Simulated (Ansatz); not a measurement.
Theory: DFT PBE, scalar-relativistic, plane waves, PAW (Ansatz). All cells share a 420 eV cutoff and Γ-centred k meshes spaced at most about 0.3 Å⁻¹ (about 0.25 or finer for metals, 2π included). Collinear spin in cells that started with moments and kept them past the coarse steps, no spin elsewhere.

All energies are static (0 K, no zero-point motion).

Two relaxed structures of GeWCl3:

A. (site moments Ge 0.8; W 1.0 μB)

Space group Pm-3m (No. 221). a = 4.849 Å, b = 4.849 Å, c = 4.849 Å, α = 90.00°, β = 90.00°, γ = 90.00°
| atom | site | symmetry | x | y | z |
| --- | --- | --- | --- | --- | --- |
| Ge | 1a | m-3m | 0.0000 | 0.0000 | 0.0000 |
| W | 1b | m-3m | 0.5000 | 0.5000 | 0.5000 |
| Cl | 3c | 4/mm.m | 0.0000 | 0.5000 | 0.5000 |

B. (site moments W 3.0 μB)

Space group P4mm (No. 99). a = 5.409 Å, b = 5.409 Å, c = 5.746 Å, α = 90.00°, β = 90.00°, γ = 90.00°
```json
{"atom": "Ge", "site": "1a", "symmetry": "4mm", "x": "0.0000", "y": "0.0000", "z": "0.4452"}
{"atom": "W", "site": "1b", "symmetry": "4mm", "x": "0.5000", "y": "0.5000", "z": "0.3824"}
{"atom": "Cl", "site": "2c", "symmetry": "2mm.", "x": "0.5000", "y": "0.0000", "z": "0.3867"}
{"atom": "Cl", "site": "1a", "symmetry": "4mm", "x": "0.0000", "y": "0.0000", "z": "0.8371"}
```

Question: Which is lower in energy, and by how much?

Answer: A is lower, by 67 meV/atom. A has the cubic perovskite type, space group Pm-3m (No. 221), 22.8 Å³/atom and no gap on its mesh; B has space group P4mm (No. 99), 33.6 Å³/atom and no gap. Counting Cl atoms around Ge and W (those within 1.25 times the shortest such distance or 1.15 times the sum of covalent radii, 1.27 where that leaves under three; a plus sign parts nearer from farther groups; the shortest distance is added where it exceeds 1.18 times the sum of covalent radii), A has Ge 12 from 3.4 Å, W 6 and B has Ge 1+4, W 4. Even the lower one lies +0.37 eV/atom against the reference forms of the elements (uncorrected), so neither is stable at this level. Both come from invented guesses.

Weakly bound directions are ill-defined at this level, which has no dispersion term (P4mm), and this can change margins and order among such cells. Spin–orbit coupling, which can matter for W, is left out. Another magnetic order may lie lower. Cells relaxed within their symmetry can be saddle points.
